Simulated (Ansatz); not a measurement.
# KMgH9C2O10: ¹⁷O NMR of the central transition

Cell: a computed structure from the Materials Project (it need not be an observed phase), taken as it stands.

```cif
data_KMgH9C2O10
_symmetry_space_group_name_H-M 'P-1'
_symmetry_Int_Tables_number 2
_cell_length_a 5.3574
_cell_length_b 6.7346
_cell_length_c 7.1288
_cell_angle_alpha 114.694
_cell_angle_beta 91.101
_cell_angle_gamma 107.312
loop_
_atom_site_label
_atom_site_type_symbol
_atom_site_symmetry_multiplicity
_atom_site_Wyckoff_symbol
_atom_site_fract_x
_atom_site_fract_y
_atom_site_fract_z
K K 1 a 0.0000 0.0000 0.0000
Mg Mg 1 h 0.5000 0.5000 0.5000
H3 H 1 c 0.0000 0.5000 0.0000
H4 H 2 i 0.7987 0.7951 0.3988
H5 H 2 i 0.9990 0.3301 0.5759
H6 H 2 i 0.6364 0.2593 0.1317
H9 H 2 i 0.4273 0.9144 0.7577
C C 2 i 0.3697 0.6951 0.2028
O14 O 2 i 0.7994 0.3330 0.9531
O15 O 2 i 0.3966 0.1561 0.7544
O17 O 2 i 0.7117 0.4267 0.6974
O18 O 2 i 0.8590 0.7280 0.4864
O20 O 2 i 0.5367 0.2204 0.2354
```

One atom of each set is listed.

Method: Kohn–Sham DFT in Ansatz, PBE, plane waves and PAW, scalar-relativistic, 420 eV cutoff, Γ-centred 5×4×4 k-points, Fermi–Dirac smearing 0.02 eV.

¹⁷O has I = 5/2 and Q = -25.58 mb (Pyykkö 2018); at 9.4 T its Larmor frequency is ν₀ = 54.3 MHz. Only the quadrupole interaction is simulated: positions count from each site's isotropic chemical shift, and J coupling is left out, as are shift anisotropy and dipolar coupling, which fast spinning averages.

Q: Give C_Q, η, the quadrupolar product P_Q = |C_Q|(1 + η²/3)^½, the second-order isotropic shift and the breadth of the pattern (fast magic-angle spinning) for each O site.

A: 

| site | first shell | C_Q (MHz) | η | P_Q (MHz) | δ_QIS (ppm) | breadth (kHz) |
| --- | --- | --- | --- | --- | --- | --- |
| O14 | 1 H at 1.22 Å, 1 C at 1.33 Å, angle 112°; also 1 H at 1.72 Å, 1 K at 2.89 Å | -7.40 | 0.10 | 7.41 | -112 | 13.4 |
| O15 | 1 C at 1.28 Å; also 2 H at 1.69 Å, 1 K at 3.01 Å | -7.01 | 0.96 | 8.02 | -131 | 15.7 |
| O17 | 1 C at 1.29 Å, 1 Mg at 2.09 Å; also 1 H at 1.93 Å | -7.45 | 0.96 | 8.52 | -148 | 17.7 |
| O18 | 2 H at 0.99–1.01 Å, 1 Mg at 2.11 Å; also 1 K at 3.29 Å | 7.94 | 0.85 | 8.84 | -159 | 19.4 |
| O20 | 2 H at 1.00 Å, 1 Mg at 2.10 Å; also 1 K at 2.91 Å | 7.88 | 0.80 | 8.68 | -153 | 18.9 |

δ_QIS = −(ν_Q²/30ν₀²)[I(I+1) − 3/4](1 + η²/3) × 10⁶ ppm with ν_Q = 3|C_Q|/[2I(2I−1)]; it falls as 1/B₀² in ppm, and the breadth as 1/B₀ in kHz.

The broadest static pattern spans 64 kHz. The table holds for spinning faster than that; slower spinning leaves sidebands.

The largest force is 0.3 eV/Å, so the atoms aren't at the calculated equilibrium and relaxing them would move these values.
